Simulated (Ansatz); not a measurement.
The elements of this relaxed trial crystal are hidden behind letters.

```
lattice vectors (Å)
  -3.0674    3.0674    4.6942
   3.0674   -3.0674    4.6942
   3.0674    3.0674   -4.6942
fractional positions
X 0.0000 0.0000 0.0000
Z 0.3427 0.3427 0.0000
Z 0.6573 0.6573 0.0000
Z 0.5000 0.0000 0.5000
Z 0.0000 0.5000 0.5000
```

The calculation used Ansatz 0.2.0, DFT PBE, scalar-relativistic, plane waves, PAW. The final run on the 5-atom cell used 420 eV, a Γ-centred 10×10×10 mesh, 0.10 eV smearing and no spin polarisation.

| Quantity | Value |
| --- | --- |
| Space group | I4/mmm (No. 139) |
| Conventional cell | a = 6.135 Å, c = 9.388 Å |
| Volume per atom | 35.33 Å³ |
| Density | 6.76 g/cm³ |
| Formation energy | +0.20 eV/atom |
| Gap on the 10×10×10 mesh of the 5-atom cell | 0 eV (a metal) |

Energies are uncorrected and count from the elements' standard states at the same level.

Problem. X is a p-block element of period 6 and Z is a p-block element of period 5. Which elements are they?

Solution. X = Bi, Z = Te, so the formula is BiTe4. Density times volume gives a mean mass of 6.76 × 35.33/1.6605 = 143.8 u per atom, and this set has 143.9 u. Bi is surrounded by 6 Te at 3.07–3.22 Å; Te on a site of symmetry 4mm is surrounded by 1 Te at 2.95 Å, 1 Bi at 3.22 Å and 4 Te at 3.40 Å; Te on a site of symmetry mmm is surrounded by 2 Bi at 3.07 Å and 4 Te at 3.40 Å. Other sets within the hints have nearly the same mass, so mass alone doesn't settle it; this one was computed.

These runs have no spin–orbit coupling, which can matter for Bi and Te. An odd number of electrons in the primitive cell allows no gap without spin; a larger cell or a magnetic state could open one. The cell is a metal run without spin; a magnetic state may lie lower. A structure relaxed within its symmetry needn't be a true minimum.
